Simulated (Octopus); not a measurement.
## Al2O3 (R-3c, No. 167): band energies at special points

Al₂O₃ (R-3c, No. 167):
```
CELL_PARAMETERS angstrom
      2.40251     1.38709     4.37208
     -2.40251     1.38709     4.37208
      0.00000    -2.77419     4.37208
ATOMIC_POSITIONS crystal
  Al 0.14790 0.14790 0.14790
  Al 0.85210 0.85210 0.85210
  Al 0.35210 0.35210 0.35210
  Al 0.64790 0.64790 0.64790
  O  0.94386 0.55614 0.25000
  O  0.05614 0.44386 0.75000
  O  0.25000 0.94386 0.55614
  O  0.75000 0.05614 0.44386
  O  0.55614 0.25000 0.94386
  O  0.44386 0.75000 0.05614
```
The cell is a database entry, not relaxed again.

Computed with Octopus (real-space grid): LDA, grid spacing about 0.16 Å, Γ-centred 6×6×6 k-mesh, no spin polarisation, Troullier-Martins for O / PseudoDojo for Al.

Energies in eV against the valence band top; 48 electrons a cell outside the pseudopotentials' cores.

| k-point (reduced) | band 20 | band 21 | band 22 | band 23 | band 24 | band 25 | band 26 | band 27 |
|---|---|---|---|---|---|---|---|---|
| Γ (0.000, 0.000, 0.000) | -0.45 | -0.45 | -0.02 | -0.02 | 0.00 | 5.80 | 8.75 | 10.18 |
| T (0.500, 0.500, 0.500) | -1.94 | -0.34 | -0.34 | -0.34 | -0.34 | 8.23 | 8.23 | 10.62 |
| H2 (0.766, 0.234, 0.500) | -1.13 | -0.80 | -0.80 | -0.46 | -0.46 | 9.25 | 9.25 | 9.65 |
| H0 (0.500, -0.234, 0.234) | -1.13 | -0.80 | -0.80 | -0.46 | -0.46 | 9.25 | 9.25 | 9.65 |
| L (0.500, 0.000, 0.000) | -1.28 | -0.85 | -0.85 | -0.24 | -0.24 | 8.99 | 8.99 | 9.18 |
| S0 (0.367, -0.367, 0.000) | -1.05 | -0.83 | -0.80 | -0.52 | -0.25 | 9.04 | 9.08 | 9.32 |
| S2 (0.633, 0.000, 0.367) | -1.05 | -0.83 | -0.80 | -0.52 | -0.25 | 9.04 | 9.08 | 9.32 |
| F (0.500, 0.000, 0.500) | -1.25 | -0.96 | -0.87 | -0.70 | -0.22 | 9.22 | 9.30 | 9.45 |
